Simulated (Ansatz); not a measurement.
Put Si5O in P6/mmm (No. 191): Si on 2e and 3f; O on 1b.

Computed with DFT PBE, scalar-relativistic, plane waves, PAW (Ansatz). Cutoff 420 eV, Γ-centred mesh, Gaussian smearing, no spin polarisation.

The zero of energy is the elements' standard structures at the same level (O₂ as a molecule); no fitted shifts are applied.

Q: Which cell and coordinates does it relax to?

A:

Space group P6/mmm (No. 191). a = 4.875 Å, b = 4.875 Å, c = 5.824 Å, α = 90.00°, β = 90.00°, γ = 120.00°
```
atom  site  symmetry       x       y       z
  Si    2e       6mm  0.0000  0.0000  0.7832
  Si    3f       mmm  0.5000  0.0000  0.0000
   O    1b     6/mmm  0.0000  0.0000  0.5000
```

Si on a site of symmetry 6mm has 1 O at 1.65 Å, 1 Si at 2.53 Å and 6 Si at 2.75 Å; Si on a site of symmetry mmm has 4 Si at 2.44 Å and 4 Si at 2.75 Å; around O lie 2 Si at 1.65 Å. Another local minimum with the same sites may exist.

Q: And its energy and gap?

A: The energy over the elements is +0.02 eV/atom and the gap on the 12×12×6 mesh of the 6-atom cell is 0 eV (a metal). The formation energy is too near zero to say whether this cell lies below the elements.

The last run used Gaussian smearing of 0.10 eV. For metals, differences of a few meV/atom aren't resolved. The cell is a metal run without spin; a magnetic state may lie lower. A structure relaxed within its symmetry needn't be a true minimum. Another cell of Si5O relaxed alike, in P-62m, lies 56 meV/atom lower, so this cell isn't the stable form at this level.
